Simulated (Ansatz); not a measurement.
# Does relaxation matter for the field gradients of Si3N4?

Start: a COD entry, atoms as given.

```cif
data_Si3N4
_symmetry_space_group_name_H-M 'P6_3/m'
_symmetry_Int_Tables_number 176
_cell_length_a 7.6272
_cell_length_b 7.6272
_cell_length_c 2.9182
_cell_angle_alpha 90.000
_cell_angle_beta 90.000
_cell_angle_gamma 120.000
loop_
_atom_site_label
_atom_site_type_symbol
_atom_site_symmetry_multiplicity
_atom_site_Wyckoff_symbol
_atom_site_fract_x
_atom_site_fract_y
_atom_site_fract_z
Si Si 6 h 0.1842 0.7704 0.2500
N7 N 2 c 0.3333 0.6667 0.2500
N9 N 6 h 0.3399 0.0357 0.2500
```

One atom of each set is listed.

Computed with Ansatz: DFT, PBE, plane waves and PAW, scalar-relativistic, 420 eV cutoff, Γ-centred 4×4×9 k-points, Fermi–Dirac smearing 0.02 eV.

The largest force at the start is 2.3 eV/Å. Relaxing the ions at fixed cell moves them by 0.069 Å at most (atom 4, Si) and 0.063 Å rms. End positions:

Si (0.1743, 0.7682, 0.2500)
N7 (0.3333, 0.6667, 0.2500)
N9 (0.3297, 0.0302, 0.2500)

| site | moved (Å) | first shell before | first shell after | V_zz before (10²¹ V/m²) | η before |
| --- | --- | --- | --- | --- | --- |
| Si | 0.069 | 4 N at 1.68–1.76 Å | 4 N at 1.74 Å | -1.81 | 0.52 |
| N7 | 0.000 | 3 Si at 1.68 Å | 3 Si at 1.74 Å | -4.22 | 0.00 |
| N9 | 0.067 | 3 Si at 1.76 Å | 3 Si at 1.74 Å | -5.37 | 0.06 |

(1) How do the gradients change?

Results:

(1) 

| site | V_zz after | η after | change of V_zz |
| --- | --- | --- | --- |
| Si | 0.97 | 0.45 | – |
| N7 | -4.98 | 0.00 | -0.76 |
| N9 | -5.04 | 0.08 | +0.33 |

The largest change of V_zz along a kept axis is on N7, from -4.22 to -4.98. In per cent, |V_zz| changes by -6 to +18 on N (all sites that start above 0.5, bar those whose gradient vanishes or changes sign or whose main axis turns by over 40°). On Si the largest principal value lies along another axis in the second run, so the two V_zz can't be compared directly.

Before: At this cell the principal stresses reach 7 GPa in size with PBE, which can matter for small gradients.
